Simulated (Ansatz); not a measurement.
The start is a generated cell, Cu placed in the AFLOW prototype A_oC4_63_c (A20). The structure is fully relaxed (lattice and positions, P = 0) with r2SCAN (plane waves to 500 eV, PAW, scalar-relativistic; Ansatz, a program for electronic structure). First-step values are on the input's coarse k-mesh.

Ansatz input (later rounds restart from its end on a renewed k-mesh):
Ansatz 0.2 input:
```yaml
crystal:
  lattice:
    - [1.1802014, -2.4351301, 0]
    - [1.1802014, 2.4351301, 0]
    - [0, 0, 4.0924493]
  atoms:
    - { symbol: Cu, position: [0.89772, 0.10228, 0.25] }
    - { symbol: Cu, position: [0.10228, 0.89772, 0.75] }
basis: { ecutwfc: 500, ecutrho_ratio: 4, xc_grid: 4, fft_grid_basis: typed }
kpoints: { mp_grid: { grid: [15, 15, 8] } }
hamiltonian:
  xc: r2scan
  dispersion: none
  pseudopotentials: { azcp: { folder: ./paw }, kind: paw }
scf: { occupations: { method: fermi_dirac, width: 0.05 } }
relax: { f_tol: 0.01, max_steps: 100, cell: { stress_tol: 0.02 } }
output: { forces: true, stress: true }
```

- Initial pressure = +3.3 GPa (positive: the cell is compressed)
- Outcome = The space group goes from Cmcm (No. 63) to P6₃/mmc (No. 194); the end is hcp (Mg type), with 2 atoms in the primitive cell
- Energy released = 0.20 eV/atom
- Volume change = -2.5 %, from 11.76 to 11.47 Å³/atom
- Shortest distances (start → end) = The closest pairs of elements (up to four, under 3.6 Å), start → end: Cu–Cu 2.28 → 2.52 Å
- Band gap at the end = zero (metallic)
- Optimiser moves = 9

It ends as:

Space group P6₃/mmc (No. 194); a = b = 2.5223 Å, c = 4.1637 Å, α = β = 90.00°, γ = 120.00°

| atom | site | symmetry | x | y | z |
|---|---|---|---|---|---|
| Cu | 2c | -6m2 | 0.3333 | 0.6667 | 0.2500 |

Final values are on a 21×21×11 k-mesh of the relaxed cell. No spin polarisation in the result.

The run could not lose the symmetry of its start: the end is stationary, and may be a saddle point rather than a minimum.

The relaxed structure here is a generated cell of Cu: the first start was made by placing the elements on the sites of a structure type, and the end was not matched to a known phase here, so it may be hypothetical. Known forms of Cu include space group No. 225.
